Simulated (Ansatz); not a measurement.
ZrS₂ (CdI2 type)

```cif
data_S2Zr
_chemical_formula_sum 'Zr1 S2'
_space_group_name_H-M_alt 'P-3m1'
_space_group_IT_number 164
_space_group_name_Hall '-P 3 2"'
_cell_length_a 3.57813
_cell_length_b 3.57813
_cell_length_c 5.54076
_cell_angle_alpha 90.000
_cell_angle_beta 90.000
_cell_angle_gamma 120.000
loop_
_atom_site_label
_atom_site_type_symbol
_atom_site_symmetry_multiplicity
_atom_site_Wyckoff_symbol
_atom_site_fract_x
_atom_site_fract_y
_atom_site_fract_z
_atom_site_occupancy
Zr1 Zr 1 a 0.00000 0.00000 0.00000 1
S1 S 2 d 0.33333 0.66667 0.26469 1
```

Two coordinates are scanned: the volume, and the ratio of the stretch along z (the conventional c axis) to the stretch across it. Atoms keep their fractional coordinates.

These are PBEsol-D3(BJ) (plane waves to 420 eV, PAW, scalar-relativistic; Ansatz, an electronic-structure program) values and carry that method's errors. k mesh 11×11×6 (Γ-centred), Fermi-Dirac smearing 0.05 eV. The energy includes the smearing's −TS. As the atoms are clamped, bonds stretch with the cell, which overstates energies and stresses. ZrS2 is run without spin polarisation. ZrS2 was relaxed with its symmetry unable to fall. The zero of ΔE is the relaxed starting cell.

Problem. Give the computed ΔE (meV/atom) at all points of the grid V/V₀ = 0.920, 0.947, 0.973, 1.000, 1.027, 1.053, 1.080 by (c/a)/(c/a)₀ = 0.960, 0.973, 0.987, 1.000, 1.013, 1.027, 1.040.

Solution. ΔE (meV/atom), with V/V₀ across and (c/a)/(c/a)₀ down:

```csv
(c/a)/(c/a)₀ \ V/V₀,0.920,0.947,0.973,1.000,1.027,1.053,1.080
0.960,55.6,26.8,10.9,6.5,12.0,26.2,47.9
0.973,52.9,23.7,7.6,2.9,8.1,22.1,43.6
0.987,51.5,22.1,5.7,0.7,5.7,19.4,40.8
1.000,51.6,21.9,5.2,0.0,4.8,18.3,39.5
1.013,53.1,23.1,6.2,0.7,5.3,18.6,39.6
1.027,55.9,25.6,8.5,2.8,7.2,20.3,41.1
1.040,60.0,29.6,12.2,6.3,10.5,23.5,44.1
```

(Under strain, the slope of the energy per volume gives the stress and its curvature an elastic modulus.)
